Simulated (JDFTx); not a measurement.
Part of a log of JDFTx (a modified build) for iodoethane, C2H5I (SMILES CCI), charge 0, multiplicity 1 (PBE, GBRV ultrasoft potentials, plane waves to 20/100 Ha):

```
unit cell volume = 8127.53
Chosen fftbox size, S = [  100  90  90  ]
unit cell volume = 8127.53
Chosen fftbox size, S = [  96  80  80  ]
  'C' pseudopotential, 'SLA  PW   PBE  PBE' functional
  4 valence electrons, 2 orbitals, 4 projectors, 721 radial grid points, with lMax = 1
  'I' pseudopotential, 'SLA  PW   PBE  PBE' functional
  7 valence electrons, 2 orbitals, 6 projectors, 893 radial grid points, with lMax = 2
  'H' pseudopotential, 'SLA  PW   PBX  PBC' functional
  1 valence electrons, 1 orbitals, 2 projectors, 615 radial grid points, with lMax = 0
Initialized 3 species with 8 total atoms.
Folded 1 k-points by 1x1x1 to 1 k-points.
nElectrons:  20.000000   nBands: 10   nStates: 1
average nbasis = 34745.000 , ideal nbasis = 34721.408
Correction to mu due to finite nuclear width = -0.00244158
   Cavity determined by rhoMin: 0.0001  rhoMax: 0.0015
   Effective cavity tension: 1.60576e-06 Eh/bohr^2 and pressure: 0 Eh/bohr^3 to account for cavitation and dispersion.
[...]
	Linear fluid (dielectric constant: 78.4) occupying 0.864561 of unit cell:	Completed after 32 iterations
[... later lines of the fluid solver are left out ...]
ElecMinimize: Iter:   0  Etot: -26.034844366921295  |grad|_K:  2.488e-05  alpha:  1.000e+00
ElecMinimize: Iter:   1  Etot: -26.035196256407094  |grad|_K:  1.279e-05  alpha:  1.635e+00  linmin: -2.220e-03
ElecMinimize: Iter:   2  Etot: -26.035276298647140  |grad|_K:  6.201e-06  alpha:  1.406e+00  linmin:  9.344e-04
ElecMinimize: Iter:   3  Etot: -26.035294385037975  |grad|_K:  3.125e-06  alpha:  1.355e+00  linmin:  3.302e-03
ElecMinimize: Iter:   4  Etot: -26.035298678325375  |grad|_K:  1.550e-06  alpha:  1.269e+00  linmin:  3.421e-04
ElecMinimize: Iter:   5  Etot: -26.035299772410280  |grad|_K:  7.188e-07  alpha:  1.311e+00  linmin: -9.639e-03
ElecMinimize: Iter:   6  Etot: -26.035300007912014  |grad|_K:  3.483e-07  alpha:  1.302e+00  linmin: -1.621e-02
ElecMinimize: Iter:   7  Etot: -26.035300065774699  |grad|_K:  1.825e-07  alpha:  1.354e+00  linmin: -3.211e-06
ElecMinimize: Iter:   8  Etot: -26.035300068249498  |grad|_K:  1.760e-07  alpha:  6.893e-01  linmin: -7.648e-02
ElecMinimize: Converged (|Delta Etot|<1.000000e-07 for 2 iters).

# Energy components:
   A_diel =       -0.0025388181419763
   Eewald =       12.9727372399827310
       EH =       33.0938079964372491
     Eloc =      -80.8331099360281655
      Enl =        4.9033774169629032
      Exc =      -29.5967497050409882
 Exc_core =       21.2320480431965315
       KE =       12.1951276943822204
-------------------------------------
     Etot =      -26.0353000682494979
```

Problem. Which solvation model was used?
A. linear PCM without cavity terms (LA12)
B. CANDLE
C. soft-sphere model
D. SCCS (g09 parameters)

Solution. D, SCCS (g09 parameters). The liquid was water (dielectric constant 78.4), no salt.
